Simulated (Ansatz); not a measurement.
SiGeO3 in space group P4mm (No. 99; Si on 1b, Ge on 1a, O on 2c, O on 1b), plane-wave PAW LDA (Ansatz code). The conduction-band minimum lies at Z, with 1 equivalent valley. Second derivatives d²E/dk² of the lowest band at one valley (eV·Å²), along Cartesian directions:

```csv
direction,d²E/dk²
[100],16.48
[010],16.48
[001],23.70
[110],16.48
[101],20.10
[011],20.10
```

Q: Find the principal effective masses, the density-of-states mass and the conductivity mass.

A: Off-diagonal terms follow from H_xy = H[110] − (H_xx + H_yy)/2, and m*/mₑ = 7.620 eV·Å² over each eigenvalue: 0.32, 0.46, 0.46. One valley's DOS mass (m₁m₂m₃)^(1/3) = 0.41, conductivity mass 3/(Σ 1/mᵢ) = 0.40 mₑ.

Q: What effective density of states Nc follows at 300 K for parabolic valleys?

A: Nc = 2.509e19 × 1 × (0.41)^(3/2) ≈ 6.6e18 cm⁻³.

The start of the workflow was typed in or built on a structure type; neither database checked (COD, Materials Project) lists it. Whether it is the stable phase at ambient conditions was not checked. Symmetry was held in the LDA relaxation. At this level the phase is dynamically unstable (imaginary phonons). A crystal of weakly bound units computed without a dispersion correction: the cell and the soft elastic constants depend strongly on that. Scalar-relativistic: spin–orbit coupling is off unless named, which matters more the heavier the elements.

Potentials: the earlier of the program's two PAW sets. The files were generated under PBE; for other functionals the program regenerates the frozen cores, and for LDA and PBEsol the local potential too.

Edges and masses are those of Kohn–Sham bands, whose gap is no quasiparticle gap.
